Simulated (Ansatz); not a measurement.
Clamped-ion strain scan in BaTiO₃

The calculation used Ansatz, DFT r2SCAN, scalar-relativistic, plane waves, PAW. The runs took a 500 eV cutoff, a Γ-centred 8×8×8 mesh and Gaussian smearing (0.05 eV). Spin–orbit coupling is left out, which matters for the heavy elements here. No spin polarisation. Energies are free energies at this smearing, counted from the undisturbed cell; pressure is positive in compression.

The undisturbed cell (relaxed at this level; it needn't be the usual structure):

```
CELL_PARAMETERS angstrom
3.97232 0.00000 0.00000
0.00000 3.97232 0.00000
0.00000 0.00000 4.11238
ATOMIC_POSITIONS crystal
Ba 0.00000 0.00000 0.99261
Ti 0.50000 0.50000 0.47453
O 0.50000 0.50000 0.03157
O 0.50000 0.00000 0.51464
O 0.00000 0.50000 0.51464
```

The cell is strained by ε times the Voigt pattern (1, 1, 0, 0, 0, 0) (xx, yy, zz, yz, xz, xy; engineering shear) with fractional coordinates fixed.

| ε | ΔE (meV/atom) | stress summed along the pattern (GPa, tension positive) | pressure (GPa) | gap on the mesh (eV) |
| --- | --- | --- | --- | --- |
| -0.0200 | 14.5 | -18.93 | 7.9 | 2.32 |
| -0.0150 | ? | -13.77 | 5.7 | ? |
| -0.0100 | 3.5 | -8.90 | 3.7 | 2.27 |
| 0.0000 | 0.0 | 0.00 | 0.0 | 2.23 |
| 0.0050 | 0.8 | 4.07 | -1.7 | 2.21 |
| 0.0100 | 3.3 | 7.89 | -3.3 | 2.18 |
| 0.0150 | ? | ? | -4.8 | 2.16 |
| 0.0200 | 12.7 | 14.85 | -6.3 | 2.14 |

Problem. Give the withheld values.

Solution. ΔE (meV/atom) at ε = -0.0150: 8.0; gap on the mesh (eV) at ε = -0.0150: 2.30; ΔE (meV/atom) at ε = 0.0150: 7.3; stress summed along the pattern (GPa, tension positive) at ε = 0.0150: 11.48.